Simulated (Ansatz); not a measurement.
**Phases of In at 190 GPa**

Structure types of In are relaxed in primitive cells with their symmetry kept at 190 GPa, first on PAW files, then by LAPW. The enthalpy is E + pV at zero temperature, without zero-point motion. Only the types listed were tried, and differences under about 5 meV/atom are mesh noise. Not among the end structures: fcc, which may lie lower.

Level of theory: DFT with LDA, scalar-relativistic, in Ansatz 0.2.0; Fermi–Dirac smearing of 0.05 eV, no spin polarisation. LAPW: all electrons, basis error target 0.5 meV/atom; PAW: frozen-core files, cutoff 420 eV.

k meshes: bcc 18×18×18, hcp 17×17×9, sc 16×16×16, simple hexagonal 17×17×16, omega 9×9×12.

The PAW files were made under PBE.

Question: Order the types by LAPW enthalpy, lowest first.
A. omega
B. bcc
C. simple hexagonal
D. hcp
E. sc

Answer: D (0 meV/atom), B (88 meV/atom), A (161 meV/atom), C (421 meV/atom), E (945 meV/atom).

```json
{"start type": "bcc", "ends as": "bcc, Im-3m", "a, b, c (Å)": "2.930, 2.930, 2.930", "V (Å³/atom)": "12.58", "H − H(lowest), LAPW (meV/atom)": "88.2", "same, PAW": "87.9"}
{"start type": "hcp", "ends as": "hcp, P6_3/mmc", "a, b, c (Å)": "2.595, 2.595, 4.297", "V (Å³/atom)": "12.53", "H − H(lowest), LAPW (meV/atom)": "0.0", "same, PAW": "0.0"}
{"start type": "sc", "ends as": "sc, Pm-3m", "a, b, c (Å)": "2.357, 2.357, 2.357", "V (Å³/atom)": "13.10", "H − H(lowest), LAPW (meV/atom)": "944.6", "same, PAW": "940.3"}
{"start type": "simple hexagonal", "ends as": "simple hexagonal, P6/mmm", "a, b, c (Å)": "2.488, 2.488, 2.388", "V (Å³/atom)": "12.81", "H − H(lowest), LAPW (meV/atom)": "420.9", "same, PAW": "418.6"}
{"start type": "omega", "ends as": "omega, P6/mmm", "a, b, c (Å)": "4.183, 4.183, 2.497", "V (Å³/atom)": "12.62", "H − H(lowest), LAPW (meV/atom)": "161.0", "same, PAW": "160.5"}
```

Question: Split the lead of hcp over bcc into energy and pV.

Answer: For bcc less hcp: ΔE = +33.4 meV/atom, and p·ΔV = 190 GPa × +0.0462 Å³ × 6.242 meV/(GPa·Å³) = +54.8 meV/atom, together 88.2 meV/atom. hcp wins on both counts.
